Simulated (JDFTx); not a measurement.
An input for a modified build of JDFTx (Cu(100), vacuum; bohr, hartree) and the course of its log:

```
lattice \
  4.7802984669 0.0000000000 0.0000000000 \
  0.0000000000 4.7802984669 0.0000000000 \
  0.0000000000 0.0000000000 43.8416460913
coords-type Lattice
ion Cu 0.0000000000 0.0000000000 -0.1541995690 0
ion Cu 0.5000000000 0.5000000000 -0.0770997840 0
ion Cu 0.0000000000 0.0000000000 0.0000000000 0
ion Cu 0.5000000000 0.5000000000 0.0770997840 0
ion Cu 0.0000000000 0.0000000000 0.1541995690 0
ion-species pseudo/cu_pbe_v1.2.upf
elec-cutoff 20 100
elec-ex-corr gga-PBE
coulomb-interaction Slab 001
coulomb-truncation-embed 0 0 0
kpoint-folding 8 8 1
elec-smearing Fermi 0.01
lcao-params 10
elec-n-bands 61
electronic-scf nIterations 100 energyDiffThreshold 1e-08 history 3
dump-name vac.$VAR
dump End State Ecomponents EigStats BandEigs Forces ElecDensity IonicPositions Fillings Kpoints Dtot
```

```
[one cycle in 5 is shown, and the last three; fluid-solver lines are left out]
	FillingsUpdate:  mu: -0.252612801  nElectrons: 95.000000
SCF: Cycle:  0   F: -1006.254865543934329   dF: +2.144e+00   |Residual|: 1.505e+00   |deigs|: 4.107e-02
	FillingsUpdate:  mu: -0.316836080  nElectrons: 95.000000
SCF: Cycle:  5   F: -1009.158675843918218   dF: -1.221e-02   |Residual|: 7.172e-02   |deigs|: 3.406e-03
	FillingsUpdate:  mu: -0.301105805  nElectrons: 95.000000
SCF: Cycle: 10   F: -1009.177248022453114   dF: -2.966e-03   |Residual|: 1.333e-02   |deigs|: 2.987e-03
	FillingsUpdate:  mu: -0.286791153  nElectrons: 95.000000
SCF: Cycle: 15   F: -1009.181006653302234   dF: -1.806e-04   |Residual|: 8.053e-03   |deigs|: 2.410e-03
	FillingsUpdate:  mu: -0.271268750  nElectrons: 95.000000
SCF: Cycle: 20   F: -1009.182181318215839   dF: +3.149e-04   |Residual|: 6.882e-03   |deigs|: 8.612e-04
	FillingsUpdate:  mu: -0.257238493  nElectrons: 95.000000
SCF: Cycle: 25   F: -1009.182699054521322   dF: +1.148e-04   |Residual|: 6.797e-03   |deigs|: 3.093e-03
	FillingsUpdate:  mu: -0.243741936  nElectrons: 95.000000
SCF: Cycle: 30   F: -1009.182907778071467   dF: +7.907e-05   |Residual|: 8.426e-03   |deigs|: 4.744e-03
	FillingsUpdate:  mu: -0.230805563  nElectrons: 95.000000
SCF: Cycle: 35   F: -1009.183116719119994   dF: -9.233e-05   |Residual|: 6.347e-03   |deigs|: 1.845e-03
	FillingsUpdate:  mu: -0.222551112  nElectrons: 95.000000
SCF: Cycle: 40   F: -1009.183175876973451   dF: -7.620e-05   |Residual|: 6.196e-03   |deigs|: 2.930e-03
	FillingsUpdate:  mu: -0.210476036  nElectrons: 95.000000
SCF: Cycle: 45   F: -1009.183224394581771   dF: -8.538e-05   |Residual|: 5.256e-03   |deigs|: 2.206e-03
	FillingsUpdate:  mu: -0.202021940  nElectrons: 95.000000
SCF: Cycle: 50   F: -1009.183230538834891   dF: -6.604e-06   |Residual|: 5.674e-03   |deigs|: 4.428e-03
	FillingsUpdate:  mu: -0.196525797  nElectrons: 95.000000
SCF: Cycle: 55   F: -1009.183258748349999   dF: +1.144e-06   |Residual|: 3.504e-03   |deigs|: 3.244e-03
	FillingsUpdate:  mu: -0.190156211  nElectrons: 95.000000
SCF: Cycle: 60   F: -1009.183281079676249   dF: +6.925e-06   |Residual|: 2.463e-03   |deigs|: 4.960e-03
	FillingsUpdate:  mu: -0.187706064  nElectrons: 95.000000
SCF: Cycle: 65   F: -1009.183309193436799   dF: -3.640e-06   |Residual|: 1.063e-03   |deigs|: 1.376e-03
	FillingsUpdate:  mu: -0.183903298  nElectrons: 95.000000
SCF: Cycle: 70   F: -1009.183317102233104   dF: +3.253e-07   |Residual|: 5.400e-04   |deigs|: 2.927e-04
	FillingsUpdate:  mu: -0.180923864  nElectrons: 95.000000
SCF: Cycle: 75   F: -1009.183321886443878   dF: +1.093e-06   |Residual|: 6.222e-04   |deigs|: 4.208e-04
	FillingsUpdate:  mu: -0.178398631  nElectrons: 95.000000
SCF: Cycle: 80   F: -1009.183325997010456   dF: -3.080e-06   |Residual|: 8.315e-04   |deigs|: 1.107e-03
	FillingsUpdate:  mu: -0.177295069  nElectrons: 95.000000
SCF: Cycle: 85   F: -1009.183327375029990   dF: -2.419e-06   |Residual|: 7.310e-04   |deigs|: 9.179e-04
	FillingsUpdate:  mu: -0.175690299  nElectrons: 95.000000
SCF: Cycle: 90   F: -1009.183328201612881   dF: -1.409e-06   |Residual|: 4.221e-04   |deigs|: 1.528e-04
	FillingsUpdate:  mu: -0.175033811  nElectrons: 95.000000
SCF: Cycle: 95   F: -1009.183328279601028   dF: -1.437e-07   |Residual|: 5.563e-04   |deigs|: 1.746e-04
	FillingsUpdate:  mu: -0.174929558  nElectrons: 95.000000
SCF: Cycle: 97   F: -1009.183328412605874   dF: +3.859e-07   |Residual|: 2.741e-04   |deigs|: 1.660e-04
	FillingsUpdate:  mu: -0.174894661  nElectrons: 95.000000
SCF: Cycle: 98   F: -1009.183328812194986   dF: -3.996e-07   |Residual|: 1.792e-04   |deigs|: 3.679e-05
	FillingsUpdate:  mu: -0.174546872  nElectrons: 95.000000
SCF: Cycle: 99   F: -1009.183328816166068   dF: -3.971e-09   |Residual|: 3.919e-04   |deigs|: 3.547e-04
SCF: None of the convergence criteria satisfied after 100 iterations.
IonicMinimize: Iter:   0  F: -1009.183328816166068  |grad|_K:  0.000e+00
IonicMinimize: Converged (|grad|_K<1.000000e-04).
```

This run gave no converged result. The loop ran out of cycles short of its threshold. It has stalled and not diverged: the last ten energies span 9e-07 Ha, so the total is near its end, but levels, forces and charges aren't shown converged.
